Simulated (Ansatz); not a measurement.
NaF:
```
NaF
1.0
    0.00000     2.29753     2.29753
    2.29753     0.00000     2.29753
    2.29753     2.29753     0.00000
Na F
1 1
Direct
  0.00000   0.00000   0.00000
  0.50000   0.50000   0.50000
```

Relaxed with r²SCAN.

Map the electron localisation function on the plane through (0.000, 0.000, 0.000) spanned by u = [1, 0, 0] and v = [0, 1, -1] in lattice vectors, from r²SCAN in the plane-wave PAW code Ansatz.

x is the fraction of u, y of v (the angle between them is 90°; rows are the nearest grid lines); atoms in the plane: Na at (0.00, 0.00), F at (0.50, 0.50).
```
y \ x   0.000  0.0625  0.188  0.250  0.375  0.438  0.562  0.625  0.750  0.812  0.938   1.00
------  -----  ------  -----  -----  -----  -----  -----  -----  -----  -----  -----  -----
1.00    0.197   0.322  0.584  0.314  0.008  0.012  0.012  0.008  0.314  0.584  0.322  0.197
0.938   0.322   0.422  0.560  0.227  0.012  0.028  0.028  0.012  0.227  0.560  0.422  0.322
0.875   0.544   0.573  0.405  0.063  0.056  0.180  0.180  0.056  0.063  0.405  0.573  0.544
0.750   0.314   0.226  0.018  0.060  0.643  0.724  0.724  0.643  0.060  0.018  0.226  0.314
0.688   0.029   0.019  0.061  0.368  0.778  0.804  0.804  0.778  0.368  0.061  0.019  0.029
0.625   0.008   0.013  0.315  0.643  0.809  0.787  0.787  0.809  0.643  0.315  0.013  0.008
0.562   0.012   0.027  0.514  0.724  0.787  0.673  0.673  0.787  0.724  0.514  0.027  0.012
0.438   0.012   0.027  0.514  0.724  0.787  0.673  0.673  0.787  0.724  0.514  0.027  0.012
0.375   0.008   0.013  0.315  0.643  0.809  0.787  0.787  0.809  0.643  0.315  0.013  0.008
0.312   0.029   0.019  0.061  0.368  0.778  0.804  0.804  0.778  0.368  0.061  0.019  0.029
0.250   0.314   0.226  0.018  0.060  0.643  0.724  0.724  0.643  0.060  0.018  0.226  0.314
0.125   0.544   0.573  0.405  0.063  0.056  0.180  0.180  0.056  0.063  0.405  0.573  0.544
0.0625  0.322   0.422  0.560  0.227  0.012  0.028  0.028  0.012  0.227  0.560  0.422  0.322
0.000   0.197   0.322  0.584  0.314  0.008  0.012  0.012  0.008  0.314  0.584  0.322  0.197
```

The density is the valence pseudo-density with augmentation charge, so density and ELF within about 1 Å of a nucleus are not all-electron values.

Space group Fm-3m (rock salt). The r²SCAN relaxation kept the symmetry of its start.

Potentials: the earlier of the program's two PAW sets. The files were generated under PBE; for other functionals the program regenerates the frozen cores, and for LDA and PBEsol the local potential too.
